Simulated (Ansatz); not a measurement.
CoGe2:
Space group Cmce (No. 64); a = 10.795 Å, b = 5.602 Å, c = 5.605 Å, α = β = γ = 90.00°

```tsv
atom	site	symmetry	x	y	z
Co	8d	2..	0.3831	0.0000	0.0000
Ge	8f	m..	0.0000	0.1584	0.1584
Ge	8e	.2.	0.2500	0.2482	0.2500
```
(The calculation used a cell of 12 atoms; values per cell refer to that cell.)

Relaxed at zero pressure with the program Ansatz at the r²SCAN level (PAW).

Q: The volume is raised by 6 % and shape and atoms relax at that volume. What pressure results, and how do the axes share the change?

A: -7.3 GPa; a 2.1 %, b 1.9 %, c 1.9 %; the energy rises by 20 meV/atom.

Q: Give the new structure.

A: 
Space group Cmce (No. 64); a = 11.0181 Å, b = 5.7087 Å, c = 5.7122 Å, α = 90.00°, β = 90.00°, γ = 90.00°

| atom | site | symmetry | x | y | z |
|---|---|---|---|---|---|
| Co | 8d | 2.. | 0.3836 | 0.0000 | 0.0000 |
| Ge | 8f | m.. | 0.0000 | 0.1596 | 0.1594 |
| Ge | 8e | .2. | 0.2500 | 0.2473 | 0.2500 |

The phase is kept; no other phase was compared at this pressure.

The first step of the workflow began from a Materials Project structure, measured or hypothetical; the Crystallography Open Database copy checked does not list it. Its standing as an ambient phase is unchecked. The r²SCAN relaxation kept the symmetry of its start; its stability against distortions is not shown here. No spin polarisation was allowed.

Potentials: the later of the program's two PAW sets.
